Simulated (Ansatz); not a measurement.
**Guessed and relaxed cells of AgAuC4N4**

A trial structure of AgAuC4N4 was built thus: two interpenetrating cyanide-bridged diamond nets (P-43m, No. 215). Lengths were set from tabulated atomic sizes, so they are only a guess.

start.cif

```cif
data_structure
_symmetry_space_group_name_H-M 'P-43m'
_symmetry_Int_Tables_number 215
_cell_length_a 6.0125
_cell_length_b 6.0125
_cell_length_c 6.0125
_cell_angle_alpha 90.000
_cell_angle_beta 90.000
_cell_angle_gamma 90.000
_cell_volume 217.36
loop_
_atom_site_label
_atom_site_type_symbol
_atom_site_symmetry_multiplicity
_atom_site_Wyckoff_symbol
_atom_site_fract_x
_atom_site_fract_y
_atom_site_fract_z
_atom_site_occupancy
Ag1 Ag 1 b 0.50000 0.50000 0.50000 1
C1 C 4 e 0.18408 0.18408 0.18408 1
Au1 Au 1 a 0.00000 0.00000 0.00000 1
N1 N 4 e 0.29643 0.29643 0.29643 1
```

All numbers below come from DFT PBE, scalar-relativistic, plane waves, PAW in Ansatz 0.2.0. Cutoff 420 eV, Gaussian smearing, Γ-centred meshes. Cell and atoms relax first on a coarse mesh and then on a finer one. In between, the cell is made exact in the group found at 0.06 Å. In metals the finer mesh still leaves noise of several meV/atom or more. The steps can't lower the symmetry of their start. Collinear spin is switched on along the way, since trial moments persisted in a coarse test.

end.cif

```cif
data_structure
_symmetry_space_group_name_H-M 'P-43m'
_symmetry_Int_Tables_number 215
_cell_length_a 6.2617
_cell_length_b 6.2617
_cell_length_c 6.2617
_cell_angle_alpha 90.000
_cell_angle_beta 90.000
_cell_angle_gamma 90.000
_cell_volume 245.51
loop_
_atom_site_label
_atom_site_type_symbol
_atom_site_symmetry_multiplicity
_atom_site_Wyckoff_symbol
_atom_site_fract_x
_atom_site_fract_y
_atom_site_fract_z
_atom_site_occupancy
Ag1 Ag 1 b 0.50000 0.50000 0.50000 1
C1 C 4 e 0.19154 0.19154 0.19154 1
Au1 Au 1 a 0.00000 0.00000 0.00000 1
N1 N 4 e 0.29946 0.29946 0.29946 1
```

The symmetry stays P-43m (No. 215). The volume per atom grows by 13.0 %, from 21.7 to 24.6 Å³. The shortest distance stays 1.17 Å (C–N).

```yaml
Volume_per_atom: 24.55 Å³
Density: 2.77 g/cm³
Formation_energy: +0.89 eV/atom
Gap_on_the_6×6×6_mesh_of_the_10-atom_cell: 0 eV (a metal)
Net_moment_per_atom: 0.17 μB
Moment_by_site: Ag 0.2; Au 0.3 μB
```

Formation energies are uncorrected and refer to the elements' standard structures at the same level (N₂ as a molecule). It can't be a ground state, since the elements alone are lower.

The last run used collinear spin and Gaussian smearing of 0.10 eV. Spin–orbit coupling, which can matter for Au, is left out. The reference form of C is held partly by dispersion forces, which this level lacks. Another magnetic order may lie lower. A structure relaxed within its symmetry needn't be a true minimum. In all, the 4 runs took 7 min on 1 thread of AMD EPYC 7R13 Processor (Zen 3), on a shared host.
